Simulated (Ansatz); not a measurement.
Si2W: rigid cleavage

The calculation used DFT r2SCAN, scalar-relativistic, plane waves, PAW (Ansatz). Settings: plane waves to 500 eV, k-mesh 8×8×3 (Γ-centred), Gaussian smearing 0.03 eV. Spin–orbit coupling is left out, which can shift energies with elements as heavy as these. No spin polarisation. Energies are free energies at this smearing, counted from the undisturbed cell; pressure is positive in compression.

Reference structure (relaxed at this level; this form isn't the usual structure):

```yaml
crystal:
  lattice:
    - [-4.57969, 0.00000, 0.00000]
    - [-2.28984, -3.96613, 0.00000]
    - [0.00000, 0.00000, 13.21831]
  atoms:
    - { symbol: Si, position: [0.83640, 0.32719, 0.08335] }
    - { symbol: Si, position: [0.83640, 0.32719, 0.58335] }
    - { symbol: Si, position: [0.67281, 0.16360, 0.25002] }
    - { symbol: Si, position: [0.67281, 0.16360, 0.75002] }
    - { symbol: Si, position: [0.16360, 0.16360, 0.91668] }
    - { symbol: Si, position: [0.16360, 0.16360, 0.41668] }
    - { symbol: Si, position: [0.16360, 0.67281, 0.08335] }
    - { symbol: Si, position: [0.16360, 0.67281, 0.58335] }
    - { symbol: Si, position: [0.32719, 0.83640, 0.25002] }
    - { symbol: Si, position: [0.32719, 0.83640, 0.75002] }
    - { symbol: Si, position: [0.83640, 0.83640, 0.91668] }
    - { symbol: Si, position: [0.83640, 0.83640, 0.41668] }
    - { symbol: W, position: [0.50000, 0.50000, 0.91668] }
    - { symbol: W, position: [0.50000, 0.50000, 0.41668] }
    - { symbol: W, position: [0.00000, 0.50000, 0.25002] }
    - { symbol: W, position: [0.00000, 0.50000, 0.75002] }
    - { symbol: W, position: [0.50000, 0.00000, 0.08335] }
    - { symbol: W, position: [0.50000, 0.00000, 0.58335] }
```

The cut lies on the cell's a–b face, a (0 0 1) plane (indices in the standard cell, whose axes needn't be the Cartesian ones shown) of area 18.16 Å², between layers 2.20 Å apart. Vector c is lengthened by d along the normal with the atoms' Cartesian places fixed: one unrelaxed cut a cell.

```tsv
d (Å)	energy (J/m²)
0.00	0.00
0.50	1.30
1.00	2.94
3.00	4.67
```

Predict the traction dE/dd (GPa) at each point.

```
d (Å) traction dE/dd (GPa)
 0.00                   0.0
 0.50                  36.9
 1.00                  26.6
 3.00                   1.5
```

Cost: 4 runs of about 11 core-minutes in all, on Arm Neoverse V2 (shared hosts).